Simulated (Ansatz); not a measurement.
Input:

AlAg:
```cif
data_Ag2Al2
_chemical_formula_sum 'Ag2 Al2'
_space_group_name_H-M_alt 'P 1'
_space_group_IT_number 1
_cell_length_a 5.41218
_cell_length_b 5.41218
_cell_length_c 4.50660
_cell_angle_alpha 90.000
_cell_angle_beta 90.000
_cell_angle_gamma 149.458
loop_
_space_group_symop_operation_xyz
  'x, y, z'
loop_
_atom_site_label
_atom_site_type_symbol
_atom_site_fract_x
_atom_site_fract_y
_atom_site_fract_z
_atom_site_occupancy
Ag1 Ag 0.66492 0.33508 0.25000 1
Al1 Al 0.92618 0.07382 0.25000 1
Ag2 Ag 0.33508 0.66492 0.75000 1
Al2 Al 0.07382 0.92618 0.75000 1
```

This is the r²SCAN-relaxed structure.

Question: All from DFT-r²SCAN in the program Ansatz with PAW potentials, unless another level is named. Estimate the density of states at the Fermi level.

Answer: 0.34 states/eV per atom (mean over ±0.08 eV).

Question: Give the formation energy from the elements (no fitted shifts).

Answer: 0.076 eV/atom.

Space group Cmcm. The start of the workflow was typed in or built on a structure type; neither database checked (COD, Materials Project) lists it. Its standing as an ambient phase is unchecked. The cell was relaxed with r²SCAN under the symmetry of its start; whether a distortion lowers the energy is not shown. The run is not spin-polarised. The references are the lowest solids computed at this level, not always the standard phases. Scalar-relativistic: spin–orbit coupling is off unless named, which matters more the heavier the elements.

Potentials: the earlier of the program's two PAW sets.
